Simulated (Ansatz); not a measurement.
Rb₂TiCl₆:
```xyz
9
Lattice="0.0000 5.0037 5.0037 5.0037 0.0000 5.0037 5.0037 5.0037 0.0000" Properties=species:S:1:pos:R:3 pbc="T T T"
Rb     2.5018     2.5018     2.5018
Rb     7.5055     7.5055     7.5055
Ti     0.0000     0.0000     0.0000
Cl     5.0037     5.0037     7.6564
Cl     5.0037     5.0037     2.3509
Cl     7.6564     5.0037     5.0037
Cl     2.3509     5.0037     5.0037
Cl     5.0037     7.6564     5.0037
Cl     5.0037     2.3509     5.0037
```

Plane-wave PAW r²SCAN (Ansatz code) gives a gap of 2.45 eV without spin–orbit coupling, maximum at Γ, minimum at X.

**Question.** What happens when spin–orbit coupling is switched on?

**Answer.** The gap drops by 0.02 eV, to 2.43 eV; maximum at Γ, minimum at X.

**Question.** How large is the spin–orbit splitting of the valence top at Γ?

**Answer.** The fourfold level lies 0.07 eV above the split-off pair.

**Question.** Give the hole effective mass with spin–orbit coupling, band 1 of 2 at the edge.

**Answer.** 3.1 along [100], 2.2 along [110], 1.9 along [111] (mₑ).

**Question.** Give the hole effective mass with spin–orbit coupling, band 2 of 2 at the edge.

**Answer.** 1.1 along [100], 1.3 along [110], 1.4 along [111] (mₑ).

Space group Fm-3m. The first step of the workflow began from a Materials Project structure, measured or hypothetical; the Crystallography Open Database files this formula in space group No. 225, but the cells were not matched. Whether it is the stable phase at ambient conditions was not checked. The r²SCAN relaxation kept the symmetry of its start; its stability against distortions is not shown here. The run is not spin-polarised.

Potentials: the later of the program's two PAW sets.
